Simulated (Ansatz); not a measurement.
# Property card for In₂Pt

In$_{2}$Pt:
```xyz
3
Lattice="0.0000 3.1869 3.1869 3.1869 0.0000 3.1869 3.1869 3.1869 0.0000" Properties=species:S:1:pos:R:3 pbc="T T T"
Pt     0.0000     0.0000     0.0000
In     1.5935     1.5935     1.5935
In     4.7804     4.7804     4.7804
```

Space group Fm-3m (No. 225), fluorite or antifluorite type; conventional cell a = b = c = 6.374 Å, α = β = γ = 90.00°.

Method: PBEsol in the plane-wave PAW code Ansatz. Structure relaxed to zero pressure with the same functional. Other levels are named where they apply.

Cell and energy:

```json
{
 "volume_per_atom": "21.58 Å³",
 "density": "10.89 g/cm³",
 "Formation energy from the elements (no fitted shifts)": "-0.48 eV/atom"
}
```

Electronic structure:

```json
{
 "electronic_character": "metallic (no gap)",
 "Density of states at the Fermi level": "0.39 states/eV per atom (mean over ±0.08 eV)",
 "Gap with spin–orbit coupling": "none (metallic)"
}
```

Mechanics:

```json
{
  "Bulk modulus (Birch–Murnaghan fit)": "107 GPa",
  "Pressure derivative B′": "5.3",
  "Elastic constants (relaxed ions, GPa)": "C11 = 145, C12 = 88.8, C44 = 32.8",
  "mechanical_stability": "stable (all eigenvalues of C positive)",
  "hill_bulk_and_shear_moduli": "107 and 30.8 GPa",
  "Young's modulus": "84.3 GPa",
  "Poisson's ratio": "0.37",
  "debye_temperature_from_the_elastic_constants": "203 K"
}
```

Charges:

```json
{
  "bader_charges": "Pt -1.24, In +0.62 e"
}
```

The workflow started from an entry of the Crystallography Open Database (COD). Its standing as an ambient phase is unchecked. Symmetry was held in the PBEsol relaxation; its stability against distortions is not shown here. No spin polarisation was allowed. As this level gives no gap, shear constants depend on the k-mesh and smearing (Fermi–Dirac, 0.1 eV here). The references are the lowest solids computed at this level, not always the standard phases. Scalar-relativistic: spin–orbit coupling is off unless named, which matters more the heavier the elements.

Potentials: the later of the program's two PAW sets.
